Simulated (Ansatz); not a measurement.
# Stationary points along a deformation path in InPd

Computed with DFT LDA, scalar-relativistic, plane waves, PAW (Ansatz 0.2.0). Settings: plane waves to 420 eV, k-mesh 16×16×16 (Γ-centred), Gaussian smearing 0.15 eV. No spin polarisation. Energies are free energies at this smearing, counted from the undisturbed cell; pressure is positive in compression.

Zero of the scan (as given, not relaxed at this level; it stands at -6.9 GPa, and it needn't be the usual structure):

```
CELL_PARAMETERS angstrom
3.27188 0.00000 0.00000
0.00000 3.27188 0.00000
0.00000 0.00000 3.27188
ATOMIC_POSITIONS crystal
In 0.00000 0.00000 0.00000
Pd 0.50000 0.50000 0.50000
```

At fixed volume and fractional coordinates, lengths along (0.000, 0.000, 1.000) are scaled against those across it; ρ is that ratio over its starting value. V = 17.513 Å³/atom. Δσ is the stress along the axis less the mean stress across it (compression positive).

```
    ρ  ΔE (meV/atom)  Δσ (GPa) space group
0.707          316.8     41.17       P4/mmm
0.780          112.1     17.85       P4/mmm
0.850           37.6      7.63       P4/mmm
0.920            8.8      3.08       P4/mmm
1.000            0.0      0.00        Pm-3m
1.200           28.9     -4.36       P4/mmm
1.300           60.5     -6.74       P4/mmm
1.414          111.8    -10.62       P4/mmm
```

**Question.** How does the stress give the slope of the energy, and where is the energy stationary?

**Answer.** Along the path d ln(length) is 2/3 d ln ρ on the axis and −1/3 d ln ρ across it, so dE/d ln ρ = −(2/3) V Δσ: the energy falls with ρ where Δσ is positive. Δσ vanishes or changes sign at ρ = 1.000 (Pm-3m), a minimum at 0.0 meV/atom. Pairs of stationary points between two samples would go unseen, and could change a minimum read from distant neighbours into a maximum. At ρ = 1.000 the cell is cubic, where symmetry alone makes the stress isotropic and the slope zero.

**Question.** Integrate that slope from ρ = 1 to 0.780 by the trapezoid rule.

**Answer.** With V/N in Å³ and 1 eV/Å³ = 160.2 GPa the slopes at ρ = 1.000, 0.920, 0.850, 0.780 are 0, -225, -556, -1300 meV/atom per unit of ln ρ. The steps add 9.4 + 30.9 + 79.8 = 120.1 meV/atom, against 112.1 from the energies; the trapezoid rule misses the curvature of the slope within each step.

In a metal these slopes depend on the k mesh and the smearing.